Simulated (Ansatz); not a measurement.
GaCuBr4:
```yaml
crystal:
  lattice:
    - [5.77763, 0.00000, 0.00000]
    - [0.00000, 5.77763, 0.00000]
    - [0.00000, 0.00000, 10.61681]
  atoms:
    - { symbol: Ga, position: [0.00000, 0.50000, 0.25000] }
    - { symbol: Ga, position: [0.50000, 0.00000, 0.75000] }
    - { symbol: Cu, position: [0.00000, 0.00000, 0.00000] }
    - { symbol: Cu, position: [0.00000, 0.00000, 0.50000] }
    - { symbol: Br, position: [0.23965, 0.26493, 0.12402] }
    - { symbol: Br, position: [0.26493, 0.76035, 0.87598] }
    - { symbol: Br, position: [0.76035, 0.73507, 0.12402] }
    - { symbol: Br, position: [0.73507, 0.23965, 0.87598] }
    - { symbol: Br, position: [0.23965, 0.73507, 0.37598] }
    - { symbol: Br, position: [0.26493, 0.23965, 0.62402] }
    - { symbol: Br, position: [0.76035, 0.26493, 0.37598] }
    - { symbol: Br, position: [0.73507, 0.76035, 0.62402] }
```

Relaxed with r²SCAN. Special points in fractions of this cell's reciprocal vectors: Γ (0.000, 0.000, 0.000); X (0.000, 0.500, 0.000); M (0.500, 0.500, 0.000); Z (0.000, 0.000, 0.500); R (0.000, 0.500, 0.500); A (0.500, 0.500, 0.500).

Q: List the band energies nearest the valence-band maximum at these points for plane-wave PAW r²SCAN with spin–orbit coupling (Ansatz code).

A: In eV from the valence-band maximum; about four levels below and three above (degenerate sets whole), none deeper than 8.9 eV; points with the same levels are listed once.

```tsv
k	below	above
Γ	-0.12 -0.12 -0.11 -0.11 -0.05 -0.05	1.99 1.99 2.66 2.66
X	-0.18 -0.18 -0.11 -0.11	2.83 2.83 2.94 2.94
M	-0.13 -0.13 0.00 0.00	2.46 2.46 2.47 2.47
Z	-0.17 -0.17 -0.17 -0.17	2.49 2.49 2.49 2.49
R	-0.18 -0.18 -0.10 -0.10	2.85 2.85 2.94 2.94
A	-0.12 -0.12 -0.12 -0.12	2.50 2.50 2.50 2.50
```

Space group P-42c. The first step of the workflow began from a Materials Project structure, measured or hypothetical; the Crystallography Open Database copy checked does not list it. Its standing as an ambient phase is unchecked. The cell was relaxed with r²SCAN under the symmetry of its start; whether a distortion lowers the energy is not shown. No spin polarisation was allowed.

Potentials: the later of the program's two PAW sets.
